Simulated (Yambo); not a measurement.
CsH (CsCl type, space group Pm-3m, No. 221), G0W0@PBEsol in Yambo with this input:

```
rim_cut
gw0
dyson
el_el_corr
HF_and_locXC
ppa
em1d
RandQpts= 1000000
RandGvec= 1 Ry
EXXRLvcs= 72 Ry
VXCRLvcs= 288 Ry
Chimod= "HARTREE"
% BndsRnXp
 1 | 192 |
%
NGsBlkXp= 8 Ry
% LongDrXp
 1.0 | 1.0 | 1.0 |
%
PPAPntXp= 27.2114 eV
% GbndRnge
 1 | 192 |
%
GTermKind= "BG"
DysSolver= "n"
ExtendOut
```

On a 4×4×4 mesh, with wavefunctions cut at 72 Ry, the gap (R → X) is 4.406 eV and the valence edge shifts by -1.403 eV.

Q: What happens with this change: pole fitted at 15 eV?

A: The gap falls by 0.040 eV, to 4.366 eV; the shift of the valence edge becomes -1.309 eV. Neither run is shown to be the converged limit.

Geometry of the Materials Project entry, not relaxed at this level; primitive cell a = b = c = 3.8184 Å, α = β = γ = 90.00°.

The structure is a Materials Project entry; no match was found in the copy of COD used, and its stability was not checked.

A shift is the quasiparticle energy of the state minus its PBEsol energy.
